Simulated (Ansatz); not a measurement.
MgMnV4O12: field gradients at two levels of theory

Cell: a computed structure from the Materials Project (it need not be an observed phase), ions relaxed with PBE at fixed cell.

```cif
data_structure
_symmetry_space_group_name_H-M 'P 1'
_symmetry_Int_Tables_number 1
_cell_length_a 6.0976
_cell_length_b 6.8830
_cell_length_c 7.0434
_cell_angle_alpha 80.696
_cell_angle_beta 73.484
_cell_angle_gamma 72.102
_cell_volume 268.80
loop_
_atom_site_label
_atom_site_type_symbol
_atom_site_fract_x
_atom_site_fract_y
_atom_site_fract_z
_atom_site_occupancy
Mg1 Mg 0.88821 0.87195 0.00736 1
Mn2 Mn 0.28434 0.92416 0.09775 1
V3 V 0.75697 0.59673 0.78631 1
V4 V 0.26371 0.77371 0.61391 1
V5 V 0.74670 0.21286 0.37758 1
V6 V 0.22623 0.39605 0.21481 1
O7 O 0.63379 0.77667 0.96816 1
O8 O 0.79861 0.37326 0.89935 1
O9 O 0.15977 0.94047 0.79206 1
O10 O 0.54653 0.62138 0.64515 1
O11 O 0.70601 0.08672 0.59087 1
O12 O 0.04419 0.63740 0.66041 1
O13 O 0.95319 0.35832 0.36846 1
O14 O 0.30655 0.88853 0.38389 1
O15 O 0.45722 0.35822 0.33691 1
O16 O 0.90102 0.03797 0.20108 1
O17 O 0.16084 0.64174 0.10330 1
O18 O 0.31715 0.21694 0.05456 1
```

Atom numbers follow the list; atoms alike are taken as one site, whose name carries the number of the first.

First run. All values are calculated (Ansatz; DFT, PBE, plane waves and PAW, scalar-relativistic, collinear spin, 420 eV cutoff, Γ-centred 4×3×3 k-points, Fermi–Dirac smearing 0.02 eV), not measured. Start moments as typed (μB): 5 on each Mn, none on the rest.

```tsv
site	atom	V_zz (10²¹ V/m²)	η	m (μB)
Mg	1	-2.70	0.60	0.00
Mn	2	1.51	0.80	3.82
V3	3	4.52	0.68	0.06
V4	4	-4.55	0.63	0.10
V5	5	-4.02	0.95	0.06
V6	6	3.55	0.94	0.11
O7	7	-5.92	0.48	0.01
O8	8	-1.06	0.59	0.00
O9	9	-3.67	0.45	0.00
O11	11	-1.32	0.87	0.00
O12	12	4.16	0.69	0.00
O14	14	3.26	0.81	0.01
O16	16	-5.99	0.47	0.00
O18	18	2.97	0.85	0.00
```

Second run. The same atoms and settings, except that the functional is r2SCAN and the cutoff is 500 eV.

(1) Given the first result, estimate the second.

Results:

(1) 

| site | atom | V_zz | η | change of V_zz | m (μB) |
| --- | --- | --- | --- | --- | --- |
| Mg | 1 | -2.71 | 0.60 | -0.01 | 0.00 |
| Mn | 2 | 1.76 | 0.89 | +0.25 | 3.95 |
| V3 | 3 | 4.38 | 0.59 | -0.14 | 0.06 |
| V4 | 4 | -4.38 | 0.68 | +0.17 | 0.10 |
| V5 | 5 | 3.79 | 0.95 | – | 0.05 |
| V6 | 6 | 3.51 | 0.88 | -0.04 | 0.11 |
| O7 | 7 | -5.92 | 0.46 | 0.00 | 0.00 |
| O8 | 8 | -0.83 | 0.55 | +0.23 | 0.00 |
| O9 | 9 | -3.77 | 0.49 | -0.10 | 0.00 |
| O11 | 11 | -1.38 | 0.54 | -0.06 | 0.00 |
| O12 | 12 | 4.41 | 0.65 | +0.25 | 0.00 |
| O14 | 14 | 3.25 | 0.82 | -0.01 | 0.00 |
| O16 | 16 | -6.06 | 0.45 | -0.07 | 0.00 |
| O18 | 18 | 2.91 | 0.84 | -0.06 | -0.02 |

The largest change of V_zz along a kept axis is on O12, from 4.16 to 4.41. The whole tensor moves most on O11, by 0.45 along its most changed direction. In per cent, |V_zz| changes by 0 on Mg, +17 on Mn, -4 to -1 on V, -22 to +6 on O (all sites that start above 0.5, bar those whose gradient vanishes or changes sign or whose main axis turns by over 40°). Where |V_zz| stays above 0.1 and the axes keep their order, η moves most on O11, from 0.87 to 0.54. On V5 the largest principal value lies along another axis in the second run, so the two V_zz can't be compared directly. The table leaves out 4 of the 18 sites, with |V_zz| up to 4.46; their tensors move by 0.24 at most along any direction. The statements above cover all sites.

All moments are parallel here, as the start or the cell imposes; many such compounds order antiparallel, where fields and spin densities carried over to other atoms largely cancel. The magnetic order is the one that the run reached from its start moments, not necessarily the measured one.
For the second run: At this cell the principal stresses reach 5 GPa in size with r2SCAN, which can matter for small gradients. The largest force is 0.7 eV/Å, so the atoms aren't at the calculated equilibrium and relaxing them would move these values. The program didn't check the stability of this electronic state in full, so a lower one may lie near.
